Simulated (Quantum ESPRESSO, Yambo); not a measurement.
NaYS₂ (space group R-3m, No. 166): static response along x against the Γ-centred k mesh (Yambo on LDA (Quantum ESPRESSO, PseudoDojo norm-conserving, 88 Ry, scalar-relativistic) bands; 67 bands, 4 Ry block). The smallest direct LDA gap is 2.87 eV. Axes are Cartesian, with cell vectors (Å) (1.95, 1.13, 6.46), (-1.95, 1.13, 6.46), (0.00, -2.25, 6.46).

| k mesh | ε(0), independent particles | ε(0), RPA with local fields | rough Yambo cost |
|---|---|---|---|
| 2×2×2 | 10.6 | 9.14 | about 1/7 |
| 4×4×4 | 7.49 | 6.55 | about 1/2 |
| 6×6×6 | 6.86 | 5.98 | 1 |

The last step changes the RPA value by 9.5 %: not yet converged. Electronic response only; costs are rough.

Geometry relaxed with LDA; primitive cell a = b = c = 6.8378 Å, α = β = γ = 33.12°.
